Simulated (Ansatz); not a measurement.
AlMo2C in space group P6_3/mmc (No. 194; Al on 2d, Mo on 4f, C on 2a) at seven volumes, DFT-PBEsol in the program Ansatz with PAW potentials, shape and atoms relaxed at each. One row is withheld.

```tsv
V (Å³/atom)	P (GPa)
11.852	?
12.243	14.88
12.634	6.80
13.024	0.00
13.415	-5.76
13.806	-10.66
14.197	-14.43
```

**Question.** Fit the shown pressures and predict the withheld one.

**Answer.** Third-order Birch–Murnaghan: P = (3/2)B₀(x^(7/2) − x^(5/2))[1 + (3/4)(B′ − 4)(x − 1)] with x = (V₀/V)^(2/3). Least squares on the six rows gives V₀ = 13.021 Å³/atom, B₀ = 207.8 GPa, B′ = 4.95. At V = 11.852, x = 1.0647 and P = 24.69 GPa. The run itself gave 24.50 GPa.

The start of the workflow was typed in or built on a structure type; neither database checked (COD, Materials Project) lists it. Whether it is the stable phase at ambient conditions was not checked. Symmetry was held in the PBEsol relaxation; its stability against distortions is not shown here. The run is not spin-polarised.

Potentials: the earlier of the program's two PAW sets.
